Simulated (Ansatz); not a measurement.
Computed with DFT, LDA (PW92), plane waves (420 eV) with PAW, scalar-relativistic (Ansatz). The PAW files were generated under PBE, with cores re-solved for the functional.

An element in the dhcp structure gives this curve. The cell is scaled uniformly from the relaxed one, with fractional coordinates and shape fixed. Energies are extrapolated to zero smearing, pressures are those at the given smearing. Magnetic state: spin not included.

```json
{"V (Å³/atom)": "12.326", "E − E₀ (meV/atom)": "77.2", "P (GPa)": "16.67"}
{"V (Å³/atom)": "12.886", "E − E₀ (meV/atom)": "31.5", "P (GPa)": "9.97"}
{"V (Å³/atom)": "13.446", "E − E₀ (meV/atom)": "7.0", "P (GPa)": "4.45"}
{"V (Å³/atom)": "14.007", "E − E₀ (meV/atom)": "0.0", "P (GPa)": "-0.09"}
{"V (Å³/atom)": "14.567", "E − E₀ (meV/atom)": "7.4", "P (GPa)": "-3.84"}
{"V (Å³/atom)": "15.127", "E − E₀ (meV/atom)": "26.6", "P (GPa)": "-6.92"}
{"V (Å³/atom)": "15.687", "E − E₀ (meV/atom)": "55.6", "P (GPa)": "-9.47"}
```

Question: Which element is it?
A. phosphorus
B. gold
C. titanium
D. aluminium

Answer: A. Its fit is V₀ = 13.98 Å³/atom, B₀ = 103 GPa, B₀′ = 3.9.
